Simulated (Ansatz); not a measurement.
A geometry of Pd away from equilibrium: the start of the relaxation of a generated cell, Pd built in the AFLOW prototype A_hR2_166_c (A7, as in As). Calculation: PBE (plane waves to 420 eV, PAW, scalar-relativistic; Ansatz, a first-principles code). Γ-centred k-mesh 12×12×12 on the run's cell (coarser than for final values), Fermi–Dirac smearing 0.05 eV.

```xyz
2
Lattice="1.6609 0.9589 3.0799 -1.6609 0.9589 3.0799 0.0000 -1.9178 3.0799" Properties=species:S:1:pos:R:3:forces:R:3 pbc="T T T" free_energy=-13942.651 pressure_GPa=62.6
Pd     0.0000     0.0000     2.1024    0.0000    0.0000    7.6553
Pd     0.0000     0.0000     7.1374    0.0000    0.0000   -7.6553
```

Positions in Å, forces in eV/Å, free energy of the cell in eV (comparable only within this code, potentials and settings). Largest force: 7.66 eV/Å, on Pd1, Pd2 (atoms numbered as listed); the geometry lies 1.54 eV/atom above the end of its relaxation.

No spin polarisation in the result. A magnetic state may lie lower.

The run could not lose the symmetry of its start.
